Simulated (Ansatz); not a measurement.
A trial cell of HfV2N3 went into the relaxation workflow.

The cell of HfV2N3 is invented: random cell by space group and Wyckoff sites (P4mm, No. 99). The dimensions are guesses.

```
Hf V N
1.0
     3.98131    0.00000    0.00000
     0.00000    3.98131    0.00000
     0.00000    0.00000    4.89078
Hf V N
1 2 3
Direct
  0.00000 0.00000 0.80345
  0.50000 0.00000 0.53920
  0.00000 0.50000 0.53920
  0.50000 0.00000 0.21986
  0.00000 0.50000 0.21986
  0.50000 0.50000 0.07687
```

Level of theory: Ansatz, DFT PBE, scalar-relativistic, plane waves, PAW.

Input of the final relaxation:

```yaml
crystal:
  lattice:
    - [3.9322309353, 0.0, 0.0]
    - [0.0, 3.9322352518, 0.0]
    - [0.0, 0.0, 5.0342999299]
  atoms:
    - { symbol: Hf, position: [1.0, 1.0, 0.9295869676] }
    - { symbol: V, position: [0.5, 0.0, 0.4062134005], spin: 2.0 }
    - { symbol: V, position: [1.0, 0.5, 0.4062104679], spin: -2.0 }
    - { symbol: "N", position: [0.5, 1.0, 0.067540875] }
    - { symbol: "N", position: [0.0, 0.5, 0.0675380873] }
    - { symbol: "N", position: [0.5, 0.5, 0.5213476718] }
basis:
  ecutwfc: 420
kpoints:
  mp_grid: { grid: [10, 10, 8] }
hamiltonian:
  xc: pbe
scf:
  occupations: { method: gaussian, width: 0.1 }
output:
  forces: true
  stress: true
  eigenvalues: true
  populations: true
magnetization:
  spin_polarized: true
relax:
  adjacent_minimum: "off"
  f_tol: 0.01
  max_steps: 80
  cell: { stress_tol: 0.05 }
```

```bash
ansatz run input.yaml --threads 1 --pin off --max-ram 2560MiB --backend cpu --events-out ev --progress --plain --runs-dir out
```

Last lines of the log:

```
SCF iter   7: F=—  HF=-22701.812078 eV  |F-HF|=—  |Δ(HF+E_count)|=   9.71e-2  Δρ=5.83e-3 (↑5.83e-3 ↓5.83e-3)  dr2=2.00e-2  dr2_m=2.10e-2  M= 0.000 μB ∫|m|=0.240 μB  β_m=0.80  ethr=7.50e-5  ⟨swp⟩=3.0  Hψ=33208  notcnv=0  defer=816
SCF iter   8: F=—  HF=-22701.797607 eV  |F-HF|=—  |Δ(HF+E_count)|=   1.45e-2  Δρ=3.14e-3 (↑3.12e-3 ↓3.14e-3)  dr2=4.99e-3  dr2_m=6.31e-3  M= 0.000 μB ∫|m|=0.121 μB  β_m=0.90  ethr=2.98e-5  ⟨swp⟩=2.0  Hψ=26754  notcnv=0  defer=816
SCF iter   9: F=—  HF=-22701.792746 eV  |F-HF|=—  |Δ(HF+E_count)|=   4.86e-3  Δρ=7.99e-4 (↑7.99e-4 ↓7.73e-4)  dr2=8.54e-4  dr2_m=3.50e-4  M= 0.000 μB ∫|m|=0.030 μB  β_m=0.95  ethr=7.44e-6  ⟨swp⟩=2.0  Hψ=26974  notcnv=0  defer=816
SCF iter  10: F=—  HF=-22701.792633 eV  |F-HF|=—  |Δ(HF+E_count)|=   1.13e-4  Δρ=1.98e-4 (↑1.61e-4 ↓1.98e-4)  dr2=1.39e-4  dr2_m=1.04e-5  M= 0.000 μB ∫|m|=0.005 μB  β_m=0.97  ethr=1.27e-6  ⟨swp⟩=2.3  Hψ=24617  notcnv=0  defer=814
SCF iter  11: F=—  HF=-22701.792670 eV  |F-HF|=—  |Δ(HF+E_count)|=   3.61e-5  Δρ=1.36e-4 (↑8.72e-5 ↓1.36e-4)  dr2=3.73e-5  dr2_m=2.03e-6  M=0.000 μB ∫|m|=0.003 μB  β_m=0.89  ethr=2.07e-7  ⟨swp⟩=2.0  Hψ=23350  notcnv=0  defer=812
SCF iter  12: F=—  HF=-22701.792162 eV  |F-HF|=—  |Δ(HF+E_count)|=   5.07e-4  Δρ=6.06e-5 (↑6.06e-5 ↓4.26e-5)  dr2=2.57e-6  dr2_m=1.37e-6  M= 0.000 μB ∫|m|=0.003 μB  β_m=0.92  ethr=5.57e-8  ⟨swp⟩=2.0  Hψ=26917  notcnv=0  defer=812
SCF iter  13: F=—  HF=-22701.792164 eV  |F-HF|=—  |Δ(HF+E_count)|=   1.76e-6  Δρ=1.48e-5 (↑1.12e-5 ↓1.48e-5)  dr2=1.47e-7  dr2_m=1.01e-7  M=0.000 μB ∫|m|=0.001 μB  β_m=0.96  ethr=3.83e-9  ⟨swp⟩=2.0  Hψ=25388  notcnv=0  defer=812
Error: SIGTERM received: cancelled by the caller after 13 completed SCF iterations
```

Question: Why is there no result?

Answer: The run was cut off at its time limit. No property of the compound can be read from it.

The run took 3 min on 1 thread of Intel(R) Xeon(R) Platinum 8259CL CPU @ 2.50GHz (Skylake/Cascade Lake), on a shared host, peak memory 1.1 GiB.
